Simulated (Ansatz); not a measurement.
TaRu (L1₀ or tetragonal B2, P4/mmm), r²SCAN (plane waves, PAW; program Ansatz), all energies at zero smearing, with the estimated change up to a 700 eV cutoff added, with one set of potentials and settings (totals compare only within such a set). Cell of 2 atoms (1 Ru, 1 Ta): -15835.732 eV.

| element | reference phase | E (eV/atom) |
|---|---|---|
| Ru | P6_3/mmc, 2 atoms in the cell | -5890.7039 |
| Ta | Im-3m, 1 atoms in the cell | -9944.3222 |

Formation energy per atom, worked out: (-15835.732 − 1×(-5890.7039) − 1×(-9944.3222))/2 = -0.353 eV/atom (-34 kJ per mol of atoms), at 0 K, without zero-point energy or fitted corrections.

The workflow started from an entry of the Crystallography Open Database (COD), which files this formula under 2 space groups. Whether it is the stable phase at ambient conditions was not checked. Symmetry was held in the r²SCAN relaxation; its stability against distortions is not shown here. The run is not spin-polarised. The references are the lowest solids computed at this level, not always the standard phases. Spin–orbit coupling is left out wherever it is not named.

Potentials: the later of the program's two PAW sets.
